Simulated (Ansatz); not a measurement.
The relaxed structure here is a generated cell of MoPt: the first start was made by placing the elements on the sites of a structure type, and the end was not matched to a known phase here, so it may be hypothetical.

A relaxed structure of MoPt. Space group R3m (No. 160). Computed with PBEsol (plane waves to 420 eV, PAW, scalar-relativistic; Ansatz, an electronic-structure program).

```cif
data_Mo9Pt9
_chemical_formula_sum 'Pt9 Mo9'
_space_group_name_H-M_alt 'R3m :H'
_space_group_IT_number 160
_space_group_name_Hall 'R 3 -2"'
_cell_length_a 3.88932
_cell_length_b 3.88932
_cell_length_c 26.62424
_cell_angle_alpha 90.000
_cell_angle_beta 90.000
_cell_angle_gamma 120.000
loop_
_atom_site_label
_atom_site_type_symbol
_atom_site_symmetry_multiplicity
_atom_site_Wyckoff_symbol
_atom_site_fract_x
_atom_site_fract_y
_atom_site_fract_z
_atom_site_occupancy
Pt1 Pt 3 a 0.00000 0.00000 0.98464 1
Pt2 Pt 3 a 0.00000 0.00000 0.77723 1
Pt3 Pt 3 a 0.00000 0.00000 0.25971 1
Mo1 Mo 3 a 0.00000 0.00000 0.88125 1
Mo2 Mo 3 a 0.00000 0.00000 0.68724 1
Mo3 Mo 3 a 0.00000 0.00000 0.15993 1
```
(The calculation used a cell of 6 atoms; values per cell refer to that cell.)

```json
{
  "volume_per_atom": "19.38 Å³",
  "band_gap": "no gap (metallic)",
  "shortest_distances": "Mo–Pt 2.40 Å; Mo–Mo 2.68 Å; Pt–Pt 2.73 Å",
  "k-mesh": "14×14×14"
}
```

Band energies at high-symmetry points (eV from the Fermi level; labels of this space group; no spin-orbit coupling), from −5 eV up to 2.4 eV:

```json
[
 {"point": "Γ", "energies": "-4.77 -4.46 -4.27 -4.27 -4.00 -4.00 -3.50 -3.50 -3.38 -3.38 -3.04 -1.92 -0.93 -0.93 -0.66 -0.23 -0.23 0.82 0.82 1.53 1.53 1.68"},
 {"point": "T", "energies": "-4.62 -4.59 -4.59 -3.99 -3.99 -3.78 -3.35 -3.35 -3.21 -3.21 -3.21 -1.81 -0.95 -0.80 -0.80 -0.68 -0.68 1.01 1.01 1.69 1.69"},
 {"point": "H2", "energies": "-4.87 -4.48 -4.33 -4.09 -3.97 -3.81 -3.58 -3.53 -3.09 -3.07 -2.81 -2.39 -2.05 -1.84 -1.41 -1.13 -0.79 -0.59 -0.29 0.08 0.62 0.79 1.21 1.33 1.96 2.22 2.33"},
 {"point": "H0", "energies": "-4.87 -4.48 -4.33 -4.09 -3.97 -3.81 -3.58 -3.53 -3.09 -3.07 -2.81 -2.39 -2.05 -1.84 -1.41 -1.13 -0.79 -0.59 -0.29 0.08 0.62 0.79 1.21 1.33 1.96 2.22 2.33"},
 {"point": "L", "energies": "-4.97 -4.74 -4.47 -4.27 -4.22 -4.10 -3.90 -3.60 -3.59 -3.31 -2.84 -2.83 -2.57 -2.55 -1.63 -1.57 -1.10 -0.74 -0.31 -0.06 0.65 0.69 0.79 1.08 1.34 1.55 1.95 2.06"},
 {"point": "S0", "energies": "-4.86 -4.49 -4.34 -4.08 -3.97 -3.81 -3.59 -3.51 -3.10 -3.07 -2.79 -2.39 -2.05 -1.84 -1.43 -1.13 -0.68 -0.53 -0.48 0.20 0.48 0.80 1.21 1.34 1.96 2.15"},
 {"point": "S2", "energies": "-4.86 -4.49 -4.34 -4.08 -3.97 -3.81 -3.59 -3.51 -3.10 -3.07 -2.79 -2.39 -2.05 -1.84 -1.43 -1.13 -0.68 -0.53 -0.48 0.20 0.48 0.80 1.21 1.34 1.96 2.15"},
 {"point": "F", "energies": "-4.58 -4.38 -4.35 -4.13 -4.06 -3.88 -3.77 -3.66 -3.26 -2.91 -2.83 -2.73 -2.51 -1.84 -1.51 -0.97 -0.48 -0.47 -0.33 0.30 0.89 1.07 1.11 1.28 2.04 2.28 2.37"}
]
```

No spin polarisation in the result.

The run could not lose the symmetry of its start: the end is stationary, and may be a saddle point rather than a minimum.
